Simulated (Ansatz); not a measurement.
A geometry of SnSe away from equilibrium: the start of the relaxation of a generated trial cell of SnSe in the 4H structure type. Computed with r2SCAN (plane waves to 500 eV, PAW, scalar-relativistic; Ansatz, a first-principles code). Γ-centred k-mesh 6×6×2 on the run's cell (coarser than for final values), Fermi–Dirac smearing 0.05 eV.

```xyz
8
Lattice="4.5446 0.0000 0.0000 -2.2723 3.9357 0.0000 0.0000 0.0000 14.8778" Properties=species:S:1:pos:R:3:forces:R:3 pbc="T T T" free_energy=-46067.997 pressure_GPa=5.5
Sn     0.0000     0.0000     0.0000    0.0000    0.0000   -0.0279
Sn     0.0000     0.0000     7.4389    0.0000    0.0000   -0.0279
Sn     2.2723     1.3119    11.1610    0.0000    0.0000   -0.0269
Sn     0.0000     2.6238     3.7221    0.0000    0.0000   -0.0269
Se     0.0000     0.0000    12.0831    0.0000    0.0000   -0.0894
Se     0.0000     0.0000     4.6442    0.0000    0.0000   -0.0894
Se     2.2723     1.3119     8.3805    0.0000    0.0000    0.1442
Se     0.0000     2.6238     0.9416    0.0000    0.0000    0.1442
```

Positions in Å, forces in eV/Å, free energy of the cell in eV (comparable only within this code, potentials and settings). Largest force: 0.14 eV/Å, on Se7, Se8 (atoms numbered as listed); the geometry lies 0.20 eV/atom above the end of its relaxation.

No spin polarisation in the result.

The run could not lose the symmetry of its start, so the end can be a saddle point.

The end of the path is a generated cell of SnSe: the first start was made by placing the elements on the sites of a structure type, and the end was not matched to a known phase here, so it may be hypothetical. Known forms of SnSe include space group No. 62.
